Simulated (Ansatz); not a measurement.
Relaxed-ion elastic tensor of AlNi$_{3}$ (Cu3Au type, Pm-3m) in GPa (Voigt order), PBEsol in the plane-wave PAW code Ansatz; density 7.74 g/cm³, 10.90 Å³ per atom.

```
265  172  172  0.0  0.0  0.0
172  265  172  0.0  0.0  0.0
172  172  265  0.0  0.0  0.0
0.0  0.0  0.0  143  0.0  0.0
0.0  0.0  0.0  0.0  143  0.0
0.0  0.0  0.0  0.0  0.0  143
```

Problem. Is the crystal mechanically stable?

Solution. Yes: the smallest eigenvalue of C is 93.4 GPa.

Problem. Work out the Voigt, Reuss and Hill averages.

Solution. K_V = 203, K_R = 203, K_H = 203; G_V = 105, G_R = 78.4, G_H = 91.5 GPa.

Problem. Give Young's modulus, Poisson's ratio, Pugh's ratio and the universal anisotropy index.

Solution. E = 9KG/(3K + G) = 239 GPa; ν = 0.30; K/G = 2.22 (ductile by the Pugh limit of 1.75); A_U = 5G_V/G_R + K_V/K_R − 6 = 1.67.

Problem. Estimate the sound speeds and the Debye temperature.

Solution. v_l = √((K + 4G/3)/ρ) = 6480 m/s, v_t = √(G/ρ) = 3440 m/s, mean 3840 m/s; Θ = (h/k)(3n/4πV)^(1/3) v_m = 516 K.

Problem. Give the Zener ratio and Young's modulus along [100], [110] and [111].

Solution. A = 2C44/(C11 − C12) = 3.07; 1/E = S11 − 2(S11 − S12 − S44/2)Γ with Γ = 0, 1/4, 1/3 gives 130, 245, 348 GPa.

The cell was relaxed with PBEsol under the symmetry of its start. Spin order of the final state: ferromagnetic, the only order run, not a proven ground state. As this level gives no gap, shear constants depend on the k-mesh and smearing (Fermi–Dirac, 0.1 eV here).

Potentials: the earlier of the program's two PAW sets. The files were generated under PBE; for other functionals the program regenerates the frozen cores, and for LDA and PBEsol the local potential too.
